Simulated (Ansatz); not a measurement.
BaZrO₃, one cell by several methods

```yaml
crystal:
  lattice:
    - [4.18150, 0.00000, 0.00000]
    - [0.00000, 4.18150, 0.00000]
    - [0.00000, 0.00000, 4.18150]
  atoms:
    - { symbol: Ba, position: [0.50000, 0.50000, 0.50000] }
    - { symbol: Zr, position: [0.00000, 0.00000, 0.00000] }
    - { symbol: O, position: [0.50000, 0.00000, 0.00000] }
    - { symbol: O, position: [0.00000, 0.50000, 0.00000] }
    - { symbol: O, position: [0.00000, 0.00000, 0.50000] }
```

Atoms are numbered in the order listed.

The cell comes from COD entry 1538369, which wasn't checked; take it as a given geometry. It is an old determination, and later ones may differ.

Spin–orbit coupling is left out, though it moves levels of the heavy atoms by tenths of an eV or more.

All numbers are computed: DFT, PBE, PAW with Ansatz's default frozen-core files, scalar-relativistic (Ansatz 0.2.0); DFT, PBE, all-electron LAPW, scalar-relativistic (Ansatz 0.2.0).

For PAW: a Γ-centred 5×5×5 k mesh, Fermi–Dirac smearing of 0.03 eV, cutoff 420 eV, no spin polarisation. LAPW targets a basis error of 0.5 meV/atom. The Ansatz runs share mesh, smearing and spin set-up. Plane-wave (PAW) pressures include the program's estimate of the Pulay term.

Stress and pressure are positive in compression.

Levels count from the top of the valence band.

PAW results:

| quantity | PAW |
| --- | --- |
| pressure (GPa) | 5.25 |
| band gap (eV) | 3.256 |
| highest filled level at R (eV) | 0.000 |
| lowest empty level at R (eV) | 6.099 |
| highest filled level at X (eV) | -0.414 |
| lowest empty level at X (eV) | 3.627 |

Question: What does full-potential LAPW give for the same quantities?

Answer: 
```tsv
quantity	LAPW
pressure (GPa)	5.23
band gap (eV)	3.252
highest filled level at R (eV)	0.000
lowest empty level at R (eV)	6.097
highest filled level at X (eV)	-0.414
lowest empty level at X (eV)	3.625
```
